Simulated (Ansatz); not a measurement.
ZnO$_{2}$ in space group Pa-3 (No. 205; Zn on 4a, O on 8c), plane-wave PAW r²SCAN (Ansatz code): ε∞ = 3.79, cell volume 115.69 Å³. Infrared-active transverse modes:

| ω_TO (cm⁻¹) | oscillator strength S_xx (e²/amu) |
|---|---|
| 132.0 | 0.008039 |
| 195.7 | 0.01766 |
| 263.1 | 0.8231 |
| 339.5 | 0.1510 |
| 421.2 | 0.04033 |

### Question
Compute the static dielectric constant.

### Answer
Each mode adds (4.921e7/V) S/ω²: 0.20, 0.20, 5.06, 0.56, 0.10. So ε0 = 9.90.

The workflow started from a Materials Project entry (that database holds measured and hypothetical structures alike); the Crystallography Open Database copy checked does not list it. Its standing as an ambient phase is unchecked. The cell was relaxed with r²SCAN under the symmetry of its start; whether a distortion lowers the energy is not shown.

Potentials: the later of the program's two PAW sets.
